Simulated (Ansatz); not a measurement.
# Notes on K₄BeH₂

```
CELL_PARAMETERS angstrom
2.70804 4.69047 0.00000
-2.70804 4.69047 0.00000
0.00000 -3.12698 8.19940
ATOMIC_POSITIONS crystal
Be 0.00000 0.00000 0.00000
K 0.37615 0.37615 0.12845
K 0.62385 0.62385 0.87155
H 0.07985 0.07985 0.23955
H 0.92015 0.92015 0.76045
K 0.20833 0.20833 0.62499
K 0.79167 0.79167 0.37501
```

Single point in Ansatz 0.2.0 with r2SCAN, no spin polarisation. Cutoff 500 eV, PAW datasets, 7×7×7 Γ-centred k mesh, fermi-dirac filling (width 0.1 eV).

Electronic structure: It is a metal, with about 3.1 states/eV a cell as the mean within 0.25 eV of the Fermi level.
Stress: The pressure is 0.5 GPa (compression positive), so with the atoms held at these fractions the cell would first expand.
Formation energy: 0.47 eV an atom against the elements' usual phases (free molecules for gases, crystals otherwise, with no correction for O₂ or N₂), so at this geometry it isn't bound against them. Relaxing would lower it.
Charges: Bader charges in e: K +0.55 to +0.62, Be -0.20, H -0.92. In the mean K gives up most and H takes most. There is one density maximum away from the nuclei.

Origin: a known structure type with other elements, at an estimated volume, so it need not be a known compound.
